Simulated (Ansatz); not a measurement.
## Zn₅CdS₆: rattling a relaxed structure

It was reached by relaxing an invented guess, and it needn't be the stable form of this composition.

The calculation used DFT PBE, scalar-relativistic, plane waves, PAW in Ansatz. Plane waves to 420 eV, a k mesh through Γ of 12×12×2 on the computed 12-atom cell and Gaussian smearing (0.02 eV); no spin polarisation.

The cell below (12 atoms, space group P3m1 (No. 156)) is relaxed within its symmetry.

```yaml
crystal:
  lattice:
    - [3.89365, 0.00000, 0.00000]
    - [-1.94682, 3.37200, 0.00000]
    - [0.00000, 0.00000, 19.27717]
  atoms:
    - { symbol: Zn, position: [0.33333, 0.66667, 0.99588] }
    - { symbol: Zn, position: [0.33333, 0.66667, 0.67100] }
    - { symbol: Zn, position: [0.66667, 0.33333, 0.15794] }
    - { symbol: Zn, position: [0.66667, 0.33333, 0.50861] }
    - { symbol: Zn, position: [0.66667, 0.33333, 0.83343] }
    - { symbol: Cd, position: [0.33333, 0.66667, 0.33620] }
    - { symbol: S, position: [0.33333, 0.66667, 0.11831] }
    - { symbol: S, position: [0.33333, 0.66667, 0.46847] }
    - { symbol: S, position: [0.33333, 0.66667, 0.79344] }
    - { symbol: S, position: [0.66667, 0.33333, 0.27982] }
    - { symbol: S, position: [0.66667, 0.33333, 0.63103] }
    - { symbol: S, position: [0.66667, 0.33333, 0.95586] }
```

For the test it was strained at random (σ = 1.5 % a component), the atoms were moved at random (σ = 0.05 Å), and all was relaxed again on a coarse 6×6×1 mesh (in the run’s order of axes) with 0.10 eV smearing, with no symmetry imposed.

Q: Does it come back?

A: It returns, within 1 meV/atom of the unmoved cell on that mesh and with the same symmetry when read at 0.1 Å (Cm at 0.01 Å, so small strains and shifts remain). So it is stable against the distortions that fit this cell and that this random move excites. Modes that don't fit the cell aren't tested.
